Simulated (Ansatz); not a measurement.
**Structures of Na2Nb: which is lowest?**

Plane-wave DFT in Ansatz with scalar-relativistic PAW potentials, cutoff 420 eV, Γ-centred meshes chosen by cell and gap, Gaussian smearing with energies taken to zero width. Every cell was relaxed (cell and atoms) in a run of its own, within the symmetry of its start. Functional: PBE.

Relaxed structures (starts from databases or built by putting these elements on another compound's sites):
A. I4/mcm, 6 atoms in the computed cell, a = 8.624 Å, c = 4.726 Å; sites (symmetry × multiplicity) Na m.2m × 8, Nb 422 × 4; start: built
B. Fd-3m, 6 atoms in the computed cell, a = 8.059 Å; sites (symmetry × multiplicity) Na .-3m × 16, Nb -43m × 8; start: built

**Question.** Rank them by energy. Could pressure change the order?

**Answer.**
| structure | group | E − E(lowest) (meV/atom) | V (Å³/atom) | gap on mesh (eV) |
| --- | --- | --- | --- | --- |
| A | I4/mcm | 0.0 | 29.29 | 0.00 |
| B | Fd-3m | 390 | 21.81 | 0.00 |

A is lowest, 390 meV/atom under B. B is denser by 7.48 Å³/atom, so pressure favours it: ΔE/ΔV, with ΔE in eV and 1 eV/Å³ = 160.2 GPa, gives about 8 GPa for equal enthalpy if both cells were rigid, a rough figure since the two compress differently. Other structures may lie lower than all of these, and vibrations aren't counted.